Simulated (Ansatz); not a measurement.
Ga3PN2, ordered on the zincblende lattice with 6 atoms a cell, 6 atoms and 54 valence electrons in a cell of about 83 Å³, was run 7 times in Ansatz 0.2.0, each time on 4 threads of Intel(R) Xeon(R) Platinum 8375C CPU @ 2.90GHz (Ice Lake), with other jobs on the host. The times are single readings and vary with the host's load.

| run | k mesh | irreducible k | cutoff (eV) | plane waves | bands | SCF iterations | wall time | peak host memory (GiB) |
| --- | --- | --- | --- | --- | --- | --- | --- | --- |
| relaxation, PBE | 8×8×8 | 95 | 420 | 1657 | 33 | 68 | 64 s | 0.57 |
| relaxation, r2SCAN | 8×8×8 | 95 | 500 | 2141 | 33 | 32 | 55 s | 0.8 |
| bands, PBE | 10×10×10 | 171 | 420 | 1597 | 32 | 7 | 12 s | 0.71 |
| single point, r2SCAN | 10×10×10 | 171 | 500 | 2141 | 32 | 8 | 23 s | 0.88 |
| single point, HSE06 | 6×6×6 | 46 | 420 | 1597 | 32 | 20 | 3 min | 4.4 |
| single point, PBE+SOC | 10×10×10 | 171 | 420 | 1597 | 64 | 10 | 56 s | 1.8 |
| single point, PBE0 | 6×6×6 | 46 | 420 | 1597 | 32 | 19 | 3.1 min | 4.4 |

The slowest run (single point, PBE0) took about 15 times as long as the quickest (bands, PBE).

Only the levels marked +SOC include spin-orbit coupling.
